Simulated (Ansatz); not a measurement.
AgI:
```
AgI
1.0
    4.56021     0.00000     0.00000
   -2.28011     3.94926     0.00000
    0.00000     0.00000     7.45216
I Ag
2 2
Direct
  0.33333   0.66667   0.00253
  0.66667   0.33333   0.50253
  0.33333   0.66667   0.62747
  0.66667   0.33333   0.12747
```

Tensor components refer to the Cartesian frame of this cell.

**Question.** Give the proper piezoelectric stress tensor with relaxed ions from plane-wave PAW PBEsol (Ansatz code).

**Answer.** In C/m², rows x, y, z, Voigt columns; mesh uncertainty up to 0.00.
```
 0.00   0.00   0.00   0.00  -0.09   0.00
 0.00   0.00   0.00  -0.09   0.00   0.00
-0.12  -0.12   0.20   0.00   0.00   0.00
```

The elastic tensor of the same run (GPa):

```
42.8  30.8  27.8   0.0   0.0   0.0
30.8  42.8  27.8   0.0   0.0   0.0
27.8  27.8  48.2   0.0   0.0   0.0
 0.0   0.0   0.0   5.4   0.0   0.0
 0.0   0.0   0.0   0.0   5.4   0.0
 0.0   0.0   0.0   0.0   0.0   6.0
```

**Question.** Convert to strain constants d = e·S.

**Answer.** In pC/N:
```
  0.0    0.0    0.0    0.0  -16.5    0.0
  0.0    0.0    0.0  -16.5    0.0    0.0
 -5.6   -5.6   10.7    0.0    0.0    0.0
```

Space group P6_3mc (wurtzite). The PBEsol relaxation kept the symmetry of its start. The run is not spin-polarised. Spin–orbit coupling is left out wherever it is not named.

Potentials: the later of the program's two PAW sets.
